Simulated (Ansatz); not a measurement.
YBRh3:
```xyz
5
Lattice="4.1750 0.0000 0.0000 0.0000 4.1750 0.0000 0.0000 0.0000 4.1750" Properties=species:S:1:pos:R:3 pbc="T T T"
Y      0.0000     0.0000     0.0000
Rh     0.0000     2.0875     2.0875
Rh     2.0875     0.0000     2.0875
Rh     2.0875     2.0875     0.0000
B      2.0875     2.0875     2.0875
```

Relaxed with r²SCAN. Special points in fractions of this cell's reciprocal vectors: Γ (0.000, 0.000, 0.000); X (0.000, 0.500, 0.000); M (0.500, 0.500, 0.000); R (0.500, 0.500, 0.500).

Q: List the band energies nearest the Fermi level at these points for r²SCAN in the plane-wave PAW code Ansatz.

A: In eV from the Fermi level; about four levels below and three above (degenerate sets whole), none deeper than 8.9 eV; points with the same levels are listed once.

```json
[
 {"k": "Γ", "below": "-1.38 -1.38 -0.69 -0.69 -0.69", "above": "0.25 0.32 0.32 0.32"},
 {"k": "X", "below": "-1.49 -1.28 -1.28 -0.80", "above": "0.32 2.01 2.01"},
 {"k": "M", "below": "-1.49 -1.15 -1.03 -0.50", "above": "1.65 1.65 3.39 3.39"},
 {"k": "R", "below": "-2.52 -2.52 -2.52 -1.40 -1.40", "above": "0.12 0.12 0.12"}
]
```

Space group Pm-3m (cubic perovskite). The workflow started from an entry of the Crystallography Open Database (COD). Its standing as an ambient phase is unchecked. The r²SCAN relaxation kept the symmetry of its start; its stability against distortions is not shown here. No spin polarisation was allowed. Scalar-relativistic: spin–orbit coupling is off unless named, which matters more the heavier the elements.

Potentials: the later of the program's two PAW sets.
